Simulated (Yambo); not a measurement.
N (space group P4_2/mnm, No. 136), G0W0@LDA in Yambo; all else as in the reference (4×4×2 Γ-centred k mesh, 158 bands and a 8 Ry block in the screening, 158 bands in G with the Bruneval-Gonze terminator, plasmon pole fitted at 27.2 eV). One parameter is varied: the cutoff of the exchange sum, over 5, 10, 20, 40, 84 Ry.

**Question.** From which value on does the gap A → Γ stay within 0.05 eV of the largest setting?

**Answer.** From 20 Ry on.
```json
[
 {"cutoff of the exchange sum (Ry)": "5", "G0W0 gap (eV)": "12.39", "valence shift (eV)": "-0.94"},
 {"cutoff of the exchange sum (Ry)": "10", "G0W0 gap (eV)": "12.83", "valence shift (eV)": "-2.23"},
 {"cutoff of the exchange sum (Ry)": "20", "G0W0 gap (eV)": "13.01", "valence shift (eV)": "-2.86"},
 {"cutoff of the exchange sum (Ry)": "40", "G0W0 gap (eV)": "13.02", "valence shift (eV)": "-2.98"},
 {"cutoff of the exchange sum (Ry)": "84", "G0W0 gap (eV)": "13.03", "valence shift (eV)": "-3.00"}
]
```
The last step of the sweep still moves the gap by 5 meV; the other settings are held fixed.

Geometry of the Materials Project entry, not relaxed at this level; primitive cell a = b = 4.084 Å, c = 5.346 Å, α = β = γ = 90.00°.

The structure is a Materials Project entry; no match was found in the copy of COD used, and its stability was not checked.

A shift is the quasiparticle energy of the state minus its LDA energy.

The distance between layers or molecules is the database entry's, not relaxed here. Functionals without dispersion can leave it too large, which widens gaps and weakens the response across layers: the numbers belong to this cell.
